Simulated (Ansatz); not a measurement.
Consider a crystal of TiB4 in space group P6/mmm (No. 191), with Ti on 1a; B on 4h. The cell of TiB4 is invented: sheets of the MB2-sandwich type stacked in turn (elements of the layers in order: TiB4 (MB2-sandwich type), TiB4 (MB2-sandwich type)). A sheet's type names the database crystal that the layer was cut from.

Method: DFT PBE+D3(BJ), scalar-relativistic, plane waves, PAW in Ansatz 0.2.0. Cutoff 420 eV, Γ-centred mesh, Gaussian smearing, no spin polarisation.

The zero of energy is the elements' standard structures at the same level; no fitted shifts are applied.

Task: Predict the relaxed structure.

Result:

Space group P6/mmm (No. 191). a = 3.011 Å, b = 3.011 Å, c = 4.991 Å, α = 90.00°, β = 90.00°, γ = 120.00°
```csv
atom,site,symmetry,x,y,z
Ti,1a,6/mmm,0.0000,0.0000,0.0000
B,4h,3m.,0.3333,0.6667,0.6919
```

Ti is surrounded by 12 B at 2.32 Å; B is surrounded by 3 B at 1.74 Å, 1 B at 1.92 Å and 3 Ti at 2.32 Å. Another local minimum with the same sites may exist.

Task: And its energy and gap?

Result: The formation energy is −0.49 eV/atom and the gap on the 12×12×8 mesh of the 5-atom cell is 0 eV (a metal). A negative formation energy is needed for stability but isn't enough: competing phases decide.

The last run used Gaussian smearing of 0.10 eV. A later test with randomly moved atoms led to a structure 68 meV/atom lower, so this end is a saddle point or a shallow minimum.
